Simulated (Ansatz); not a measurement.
Sr$_{2}$Pb$_{3}$ in space group P4/mbm (No. 127; Pb on 4h, Pb on 2b, Sr on 4g), the program Ansatz at the PBE level (PAW), all energies at zero smearing, with the estimated change up to a 700 eV cutoff added, with one set of potentials and settings (totals compare only within such a set). Cell of 10 atoms (6 Pb, 4 Sr): -85619.968 eV.

| element | reference phase | E (eV/atom) |
|---|---|---|
| Pb | Fm-3m, 1 atoms in the cell | -11906.4191 |
| Sr | C2/m, 3 atoms in the cell | -3544.2201 |

Formation energy per atom, worked out: (-85619.968 − 6×(-11906.4191) − 4×(-3544.2201))/10 = -0.457 eV/atom (-44 kJ per mol of atoms), at 0 K, without zero-point energy or fitted corrections.

The workflow started from an entry of the Crystallography Open Database (COD, 293 K). Its standing as an ambient phase is unchecked. Symmetry was held in the PBE relaxation; its stability against distortions is not shown here. The references are the lowest solids computed at this level, not always the standard phases. Scalar-relativistic: spin–orbit coupling is off unless named, which matters more the heavier the elements.

Potentials: the later of the program's two PAW sets.
